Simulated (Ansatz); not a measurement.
## MoS: which magnetic state is lowest?

Level of theory: DFT r2SCAN, scalar-relativistic, plane waves, PAW in Ansatz.

```
CELL_PARAMETERS angstrom
0.00000 2.44782 2.44782
2.44782 0.00000 2.44782
2.44782 2.44782 0.00000
ATOMIC_POSITIONS crystal
Mo 0.00000 0.00000 0.00000
S 0.50000 0.50000 0.50000
```

```json
{"plane-wave cutoff": "500 eV", "Γ-centred k-mesh": "14×14×14", "occupation rule": "Gaussian smearing, 0.1 eV", "list of starting moments (μB, in atom order)": "3.5 0", "check for lower electronic states after the SCF": "off"}
```

All runs keep this geometry, which isn't relaxed for the lowest state (largest force there 0.000 eV/Å, pressure 17.4 GPa) and needn't be a stable compound; relaxing each order would shift the differences by some 82 meV/atom, going by the pressures and a bulk modulus of about 150 GPa. r2SCAN tends to overstate moments in metals, so a weak moment here may be absent in the real material. Site moments are spin moments in atom-centred spheres that scale with the neighbour distance. The states are those that the runs reached from these starts; a lower one can exist. No antiferromagnetic start is among these.

Problem. Order the starts by the energy of the state that they reach, lowest first.
A. no spin
B. large parallel starting moments

Solution. B (0.00 meV/atom), A (7.45 meV/atom).

```json
{"start": "no spin", "ends": "non-magnetic", "energy above lowest (meV/atom)": "7.45", "site moments (μB)": "none over 0.05", "gap on mesh (eV)": "metal", "P (GPa)": "6.0"}
{"start": "large parallel starting moments", "ends": "ferromagnetic", "energy above lowest (meV/atom)": "0.00", "site moments (μB)": "Mo +1.44, S +0.08", "gap on mesh (eV)": "metal", "P (GPa)": "17.4"}
```

Cost: 2 runs of about 0.48 core-minutes in all, on Intel Xeon Processor @ 2.70GHz (shared hosts).